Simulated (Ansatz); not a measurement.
## Moving the functional in NaLaMnMoO6

```cif
data_structure
_symmetry_space_group_name_H-M 'P 1'
_symmetry_Int_Tables_number 1
_cell_length_a 5.4625
_cell_length_b 5.4625
_cell_length_c 5.4625
_cell_angle_alpha 60.000
_cell_angle_beta 60.000
_cell_angle_gamma 60.000
_cell_volume 115.26
loop_
_atom_site_label
_atom_site_type_symbol
_atom_site_fract_x
_atom_site_fract_y
_atom_site_fract_z
_atom_site_occupancy
Na1 Na 0.25000 0.25000 0.25000 1
La1 La 0.75000 0.75000 0.75000 1
Mn1 Mn 0.50000 0.50000 0.50000 1
Mo1 Mo 0.00000 0.00000 0.00000 1
O1 O 0.74662 0.25338 0.25338 1
O2 O 0.25338 0.25338 0.74662 1
O3 O 0.25338 0.74662 0.25338 1
O4 O 0.74662 0.25338 0.74662 1
O5 O 0.74662 0.74662 0.25338 1
O6 O 0.25338 0.74662 0.74662 1
```

The cell comes from a database or a generator and needn't be the stable form of this composition.

Kept alike: task band structure; k mesh 6 × 6 × 6; occupations fermi-dirac, width 0.05 eV; collinear spin, ferromagnetic start. Program: Ansatz, Ansatz PAW. Cutoffs run from 420 to 500 eV. The mesh is that of the run's cell of 10 atoms. No spin-orbit coupling.

| functional | pressure (GPa) | largest site moment (μB) |
| --- | --- | --- |
| BLYP | 6.05 | 1.65 |
| LDA | -12.64 | 1.58 |
| PBE | 0.05 | 1.76 |
| PBEsol | -6.82 | 1.72 |
| RPBE | 4.67 | 1.80 |
| r2SCAN | -2.76 | 2.09 |
| revPBE | 3.49 | 1.79 |

Pressure is positive in compression, with a Pulay correction for the finite cutoff. For a metal such a mesh leaves the last digits unconverged. The runs hold the magnetic state that their start led to, which needn't be the lowest. Site moments count inside each atom's sphere or projector. All rows use potentials made for PBE.

Problem. What does the functional change here?

Solution. The pressure runs from -12.64 (LDA) to 6.05 GPa (BLYP). From PBE: BLYP +6.00; LDA -12.69; PBEsol -6.87; RPBE +4.62; r2SCAN -2.81; revPBE +3.44. The largest site moment runs from 1.58 (LDA) to 2.09 μB (r2SCAN). From PBE: BLYP -0.11; LDA -0.18; PBEsol -0.04; RPBE +0.04; r2SCAN +0.33; revPBE +0.03.
